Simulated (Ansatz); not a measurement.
Na₃SF: stable or not

The cell was found from a structure generator's guess, not taken from experiment.

Computed with Ansatz, DFT PBE, scalar-relativistic, plane waves, PAW. The final run on the 5-atom cell used 420 eV, a Γ-centred 6×6×6 mesh, 0.02 eV smearing and no spin polarisation.

```
Na S F
1.0
     4.45283    0.00000    0.00000
     0.00000    4.45283    0.00000
     0.00000    0.00000    4.45283
Na S F
3 1 1
Direct
  0.50000 0.00000 0.00000
  0.00000 0.50000 0.00000
  0.00000 0.00000 0.50000
  0.50000 0.50000 0.50000
  0.00000 0.00000 0.00000
```

The zero of energy is the elements' standard structures at the same level (F₂ as a molecule); no fitted shifts are applied.

Question: These tests were run: energy against the elements; random kick, then relaxation without symmetry; phonons on a 2×2×2 q mesh; elastic tensor. What do they show?

Answer:

| test | result |
| --- | --- |
| energy against the elements | −1.669 eV/atom |
| random kick, then relaxation without symmetry | returns |
| phonons on a 2×2×2 q mesh | imaginary modes down to 75i cm⁻¹ |
| elastic tensor | least eigenvalue 19 GPa |

It fails one test: phonons on a 2×2×2 q mesh. So it isn't even a local minimum.

The reference form of S is held partly by dispersion forces, which this level lacks. The kick test ran on a coarse mesh. The run for the phonons used a 6×6×6 k mesh. The run for the elastic tensor used a 6×6×6 k mesh.
